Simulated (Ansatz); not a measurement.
**TlIn: enthalpy under pressure, worked through**

All numbers below come from Ansatz 0.2.0, DFT PBEsol, scalar-relativistic, plane waves, PAW. Run with 420 eV cutoff, 15×15×15 k-mesh, Gaussian smearing of 0.10 eV, no spin polarisation.

The relaxed crystal:

```yaml
crystal:
  lattice:
    - [1.68102, 0.97053, 5.51188]
    - [-1.68102, 0.97053, 5.51188]
    - [0.00000, -1.94107, 5.51188]
  atoms:
    - { symbol: Tl, position: [0.50000, 0.50000, 0.50000] }
    - { symbol: In, position: [0.00000, 0.00000, 0.00000] }
```

Cell and atoms were relaxed at each target pressure within the start's symmetry (R-3m), at zero temperature; other phases can be more stable under pressure. H = E + PV with P the target; E is the free energy at the smearing used, whose derivative the pressure is, per atom and counted from zero pressure. The mesh named is that at zero pressure; some other pressures ran on another.

Spin–orbit coupling is left out, which can shift energies with elements as heavy as these.

| P (GPa) | V (Å³/atom) | E − E0 (meV) | H − H0 (meV) |
| --- | --- | --- | --- |
| 0 | 26.978 | 0.0 | 0.0 |
| 1 | 26.356 | 2.0 | 166.5 |
| 4 | 24.946 | 23.5 | 646.3 |
| 12 | 22.517 | 139.2 | 1825.6 |
| 25 | 20.254 | 391.9 | 3552.4 |
| 50 | 17.889 | 928.6 | 6511.5 |
| 90 | 15.806 | 1813.3 | 10692.3 |

Question: Thermodynamics gives dH/dP = V along a relaxed path. Integrate V over P by the trapezoid rule and compare with the computed enthalpies.

Answer: With 1 eV/Å³ = 160.22 GPa, each step adds the mean volume times ΔP / 160.22:
```
P (GPa)  ∫V dP (meV) H − H0 (meV) difference (meV)
      1        166.4         166.5              -0.1
      4        646.7         646.3               0.5
     12       1831.7        1825.6               6.1
     25       3566.9        3552.4              14.6
     50       6542.8        6511.5              31.4
     90      10749.1       10692.3              56.8
```

V(P) curves upward, so the trapezoid rule runs high; integrating a smooth curve through the same points puts that excess at about 59.0 meV at 90 GPa, against the 56.8 meV found. What is left comes from the shape of V(P) between points this far apart, and from the mesh, the smearing and the stress tolerance.

Question: At 90 GPa, how much of the enthalpy change is stored energy and how much is the PV term?

Answer: E rises by 1813 meV/atom and PV is 90 × 15.806 / 160.22 = 8879 meV/atom, so PV makes 83 % of ΔH. So between rival structures at high pressure a small difference in volume can outweigh the difference in energy: 1 % of this volume is worth 88.8 meV/atom at this pressure.

Question: What bulk modulus do the lowest pressures give?

Answer: From the pressures that the runs reached, -1.00 GPa (27.701 Å³) and 1.04 GPa (26.356 Å³), B = −ΔP/Δln V = 2.04 / 0.0498 = 41 GPa, a mean over that range.